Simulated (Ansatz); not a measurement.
ZnInGaO$_{4}$:
```cif
data_Ga3In3O12Zn3
_chemical_formula_sum 'In3 Ga3 Zn3 O12'
_space_group_name_H-M_alt 'R3m :H'
_space_group_IT_number 160
_space_group_name_Hall 'R 3 -2"'
_cell_length_a 3.31046
_cell_length_b 3.31046
_cell_length_c 25.76620
_cell_angle_alpha 90.000
_cell_angle_beta 90.000
_cell_angle_gamma 120.000
loop_
_atom_site_label
_atom_site_type_symbol
_atom_site_symmetry_multiplicity
_atom_site_Wyckoff_symbol
_atom_site_fract_x
_atom_site_fract_y
_atom_site_fract_z
_atom_site_occupancy
In1 In 3 a 0.00000 0.00000 0.00307 1
Ga1 Ga 3 a 0.00000 0.00000 0.78711 1
Zn1 Zn 3 a 0.00000 0.00000 0.21875 1
O1 O 3 a 0.00000 0.00000 0.86348 1
O2 O 3 a 0.00000 0.00000 0.12103 1
O3 O 3 a 0.00000 0.00000 0.71137 1
O4 O 3 a 0.00000 0.00000 0.29520 1
```
(The calculation used a cell of 7 atoms; values per cell refer to that cell.)

Relaxed with r²SCAN.

Task: Which orbitals make up the states near the band edges in DFT-r²SCAN in the program Ansatz with PAW potentials?

Result: Top 1 eV of the valence band: O 2p 84 %, Zn 3d 12 %. Bottom 1 eV of the conduction band: O 2s 26 %, In 5s 20 %, Ga 4s 18 %, Zn 4s 14 %, O 2p 13 %. Projections are on Löwdin-orthogonalised atomic valence shells; empty p or d shells of many metals are not among them.

Task: Tabulate the density of states.

Result: States/eV per cell of 7 atoms, in 0.25 eV bins, energy from the valence-band maximum.

```csv
E (eV),total,O 2p,Zn 3d,In 5s
-7.85,0.00,0.00,0.00,0.00
-7.60,0.00,0.00,0.00,0.00
-7.35,0.00,0.00,0.00,0.00
-7.10,0.57,0.35,0.02,0.01
-6.85,2.29,1.40,0.08,0.02
-6.60,1.59,0.98,0.07,0.02
-6.35,0.84,0.51,0.05,0.02
-6.10,0.67,0.40,0.05,0.02
-5.85,0.65,0.38,0.07,0.03
-5.60,1.72,0.97,0.33,0.09
-5.35,7.98,4.16,2.17,0.86
-5.10,8.36,3.61,3.76,0.16
-4.85,8.62,3.44,4.38,0.07
-4.60,5.13,2.21,2.32,0.10
-4.35,6.73,2.78,3.11,0.20
-4.10,10.00,2.29,7.06,0.11
-3.85,7.41,2.52,4.20,0.05
-3.60,5.77,2.70,2.37,0.07
-3.35,4.64,2.19,1.83,0.07
-3.10,4.27,2.59,1.06,0.06
-2.85,4.59,3.09,0.83,0.04
-2.60,4.80,3.48,0.67,0.04
-2.35,5.66,4.32,0.66,0.03
-2.10,3.24,2.53,0.35,0.01
-1.85,3.74,3.00,0.37,0.00
-1.60,5.78,4.76,0.51,0.00
-1.35,4.36,3.69,0.37,0.00
-1.10,6.02,5.22,0.44,0.01
-0.85,7.52,6.45,0.69,0.01
-0.60,5.11,4.26,0.64,0.00
-0.35,6.75,5.58,0.97,0.00
-0.10,1.19,0.89,0.27,0.00
0.15,0.00,0.00,0.00,0.00
0.40,0.00,0.00,0.00,0.00
0.65,0.00,0.00,0.00,0.00
0.90,0.00,0.00,0.00,0.00
1.15,0.00,0.00,0.00,0.00
1.40,0.00,0.00,0.00,0.00
1.65,0.00,0.00,0.00,0.00
1.90,0.01,0.00,0.00,0.00
2.15,0.05,0.00,0.00,0.01
2.40,0.07,0.01,0.00,0.01
2.65,0.10,0.02,0.00,0.02
2.90,0.14,0.03,0.00,0.03
3.15,0.18,0.04,0.00,0.03
3.40,0.20,0.04,0.00,0.04
3.65,0.25,0.06,0.00,0.04
3.90,0.31,0.07,0.00,0.04
4.15,0.37,0.09,0.00,0.05
4.40,0.44,0.11,0.00,0.06
4.65,0.53,0.13,0.00,0.07
4.90,0.65,0.17,0.00,0.09
5.15,0.77,0.20,0.00,0.12
5.40,0.89,0.22,0.00,0.15
5.65,1.09,0.26,0.00,0.20
5.90,1.91,0.40,0.00,0.42
6.15,2.23,0.48,0.00,0.57
6.40,2.07,0.48,0.00,0.54
6.65,2.55,0.55,0.00,0.62
```

The cell was relaxed with r²SCAN under the symmetry of its start. Spin–orbit coupling is left out wherever it is not named.

Potentials: the later of the program's two PAW sets.
